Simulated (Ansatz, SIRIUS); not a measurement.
This is a calculation of BiTe for Ansatz 0.2.0. Atoms were shifted at random by some hundredths of an Å from the given cell, which wasn't relaxed again for these runs. 

The input input.yaml:

```yaml
crystal:
  lattice:
    - [0.0, 3.235, 3.235]
    - [3.235, 0.0, 3.235]
    - [3.235, 3.235, 0.0]
  atoms:
    - { symbol: Bi, position: [-0.017056, -0.008804, 0.023815] }
    - { symbol: Te, position: [0.496114, 0.492255, 0.502187] }
hamiltonian:
  xc: pbesol
  pseudopotentials: { kind: paw }
kpoints:
  mp_grid: { grid: [7, 7, 7] }
scf:
  occupations: { method: fermi_dirac, width: 0.05 }
output:
  forces: true
  stress: true
  eigenvalues: true
  write_density: true
  write_potential: true
  elf: true
  volumetric_format: npy
```

Potentials or basis: Ansatz PAW.

Command:

```console
$ ansatz run input.yaml --threads 1 --pin off --max-ram 3584MiB --backend cpu --events-out ev --progress --plain --runs-dir out
```

**Question.** What does the same run look like in SIRIUS 7.12.0? Potentials or basis there: PseudoDojo 0.4.1 PBEsol standard (scalar relativistic), cutoff 1102 eV.

**Answer.** As run (cutoffs and basis follow the program's own potentials, and thresholds, step limits or extra output files can differ):

File sirius.json:

```json
{
  "control": {
    "processing_unit": "cpu",
    "verbosity": 2,
    "num_bands_to_print": 24,
    "print_forces": true,
    "print_stress": true
  },
  "parameters": {
    "electronic_structure_method": "pseudopotential",
    "xc_functionals": ["XC_GGA_X_PBE_SOL", "XC_GGA_C_PBE_SOL"],
    "gk_cutoff": 9.0,
    "pw_cutoff": 18.0,
    "ngridk": [7, 7, 7],
    "shiftk": [0, 0, 0],
    "smearing": "fermi_dirac",
    "smearing_width": 0.0018374661,
    "num_bands": 24,
    "num_mag_dims": 0,
    "num_dft_iter": 100,
    "energy_tol": 1e-08,
    "density_tol": 1e-06
  },
  "iterative_solver": {
    "type": "davidson",
    "min_tolerance": 1e-10
  },
  "mixer": {
    "type": "anderson",
    "beta": 0.7,
    "max_history": 8
  },
  "settings": {
    "tol_ne": 1e-10,
    "pseudo_grid_cutoff": 6.5
  },
  "unit_cell": {
    "lattice_vectors": [
      [0.0, 6.113264013164, 6.113264013164],
      [6.113264013164, 0.0, 6.113264013164],
      [6.113264013164, 6.113264013164, 0.0]
    ],
    "atom_coordinate_units": "lattice",
    "atom_types": ["Bi", "Te"],
    "atom_files": {
      "Te": "Te.json",
      "Bi": "Bi.json"
    },
    "atoms": {
      "Bi": [
        [-0.017056, -0.008804, 0.023815]
      ],
      "Te": [
        [0.496114, 0.492255, 0.502187]
      ]
    }
  }
}
```

Potentials or basis: PseudoDojo 0.4.1 PBEsol standard (scalar relativistic).

Command:

```console
$ upf_to_json Te.upf
$ upf_to_json Bi.upf
$ OMP_NUM_THREADS=1 sirius.scf --input=sirius.json --output=out.json --task=0
```

Both were run:

|  | Ansatz | SIRIUS |
| --- | --- | --- |
| Pressure | -1.4 GPa | -1.4 GPa |
| Largest force | 0.225 eV/Å | 0.231 eV/Å |

Ansatz's pressure holds a Pulay term of +0.03 GPa for its cutoff of 420 eV, which the other run lacks.

Ansatz's potentials were made for PBE.

Where Ansatz's input types no cutoff or centring, it takes its own default and a Γ-centred mesh.

Pressure is positive in compression.
